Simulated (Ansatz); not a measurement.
Os (hcp, Mg type)

```yaml
crystal:
  lattice:
    - [2.75486, 0.00000, 0.00000]
    - [-1.37743, 2.38578, 0.00000]
    - [0.00000, 0.00000, 4.34443]
  atoms:
    - { symbol: Os, position: [0.33333, 0.66667, 0.75000] }
    - { symbol: Os, position: [0.66667, 0.33333, 0.25000] }
```

The slice is a (0001) plane (indices of the conventional cell) through the point (0.667, 0.333, 0.250) (fractional), spanned by u = [110] and v = [1 -1 0] in vectors of this cell: u (2.75 Å) and v (4.77 Å, at 90° to u). It covers one period; positions are fractions (u, v).

These are PBE (plane waves to 420 eV, PAW, scalar-relativistic; Ansatz, an electronic-structure program) values and carry that method's errors. k mesh 19×19×11. These are valence fields of a PAW run, semicore shells included where kept as valence: close to a nucleus they are smooth pseudo fields. Os is run without spin polarisation. Os was relaxed with its symmetry unable to fall. Spin-orbit coupling is left out, though Os is heavy. The PAW data are Ansatz's earlier set.

Three fields on this plane, each scaled to ten steps between its own extremes (0 low, 9 high; the total valence density on a logarithmic scale, the potential cut 8 eV below its top; x marks points blanked near nuclei; v = 0 in the bottom row):

Map A
```
|xxxxx535xxxx|
|xxxx93139xxx|
|xxxx51015xxx|
|xx952101259x|
|443334443334|
|01259xxx9521|
|015xxxxxxx51|
|139xxxxxxx93|
|25xxxxxxxxx5|
|36xxxxxxxxx6|
|35xxxxxxxxx5|
|139xxxxxxx93|
|015xxxxxxx51|
|01259xxx9521|
|443334443334|
|xx952101259x|
|xxxx51015xxx|
|xxxx93139xxx|
|xxxxx525xxxx|
|xxxxx636xxxx|
```

Map B
```
|xxxxx494xxxx|
|xxxx25952xxx|
|xxxx37973xxx|
|xx248999842x|
|015874347851|
|34433xxx3344|
|420xxxxxxx02|
|410xxxxxxx01|
|62xxxxxxxxx2|
|83xxxxxxxxx3|
|94xxxxxxxxx4|
|952xxxxxxx25|
|973xxxxxxx37|
|99842xxx2489|
|347851015874|
|xx334434433x|
|xxxx02420xxx|
|xxxx01410xxx|
|xxxxx262xxxx|
|xxxxx383xxxx|
```

Map C
```
|xxxxx373xxxx|
|xxxx06860xxx|
|xxxx38983xxx|
|xx037898730x|
|455665456655|
|98630xxx0368|
|983xxxxxxx38|
|850xxxxxxx05|
|73xxxxxxxxx3|
|62xxxxxxxxx2|
|73xxxxxxxxx3|
|860xxxxxxx06|
|983xxxxxxx38|
|98730xxx0378|
|456655455665|
|xx036898630x|
|xxxx38983xxx|
|xxxx05850xxx|
|xxxxx373xxxx|
|xxxxx262xxxx|
```

Task: Assign the maps to these fields: electron localisation function (ELF); valence electron density; electrostatic potential energy of an electron, from the cell's mean.

Result: A is the valence electron density; B is the electron localisation function (ELF); C is the electrostatic potential energy of an electron, from the cell's mean.
